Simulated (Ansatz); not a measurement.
Relaxed ZnCu (CsCl type):

```xyz
4
Lattice="5.9276 0.0000 0.0000 2.9638 2.9638 0.0000 2.9638 0.0000 2.9638" Properties=species:S:1:pos:R:3 pbc="T T T"
Zn     0.0000     0.0000     0.0000
Zn     2.9638     0.0000     0.0000
Cu     7.4096     1.4819     1.4819
Cu     4.4457     1.4819     1.4819
```

A phonon eigenvector at R = (0.5, 0.5, 0.5) is frozen into this cell: atom i moves by Q times the vector below, so Q is the largest atomic displacement, in Å. The cell is held. It is one choice among 3 degenerate patterns. (q is in reciprocal vectors of the primitive cell; the cell shown is doubled to hold the pattern.)

```csv
atom,x,y,z
Zn1,0.000,0.000,1.000
Zn2,0.000,0.000,-1.000
```

Atoms not listed stay in place.

Level of theory: PBE (plane waves to 420 eV, PAW, scalar-relativistic; Ansatz, an electronic-structure program). k mesh 16×16×16 (Γ-centred), Fermi-Dirac smearing 0.05 eV. The energy includes the smearing's −TS. Stress and pressure are positive under compression. With partly filled bands, energies and forces of such displacements shift with the k mesh and the smearing. ZnCu is run without spin polarisation. ZnCu was relaxed with its symmetry unable to fall. The zero of ΔE is the undisplaced structure.

Question: What ΔE (meV/cell) and P (GPa) does the calculation give at Q (Å) = -0.280, -0.233, -0.187, -0.140, -0.093, -0.047, 0.140, 0.187?

Answer: 
```json
[
 {"Q (Å)": "-0.280", "ΔE (meV/cell)": "549", "P (GPa)": "6.1"},
 {"Q (Å)": "-0.233", "ΔE (meV/cell)": "363", "P (GPa)": "4.1"},
 {"Q (Å)": "-0.187", "ΔE (meV/cell)": "224", "P (GPa)": "2.6"},
 {"Q (Å)": "-0.140", "ΔE (meV/cell)": "123", "P (GPa)": "1.4"},
 {"Q (Å)": "-0.093", "ΔE (meV/cell)": "54", "P (GPa)": "0.6"},
 {"Q (Å)": "-0.047", "ΔE (meV/cell)": "13", "P (GPa)": "0.2"},
 {"Q (Å)": "0.140", "ΔE (meV/cell)": "123", "P (GPa)": "1.4"},
 {"Q (Å)": "0.187", "ΔE (meV/cell)": "224", "P (GPa)": "2.6"}
]
```

(For displaced atoms, the force is minus the slope of the energy, and its curvature is a force constant, which sets phonon frequencies.)
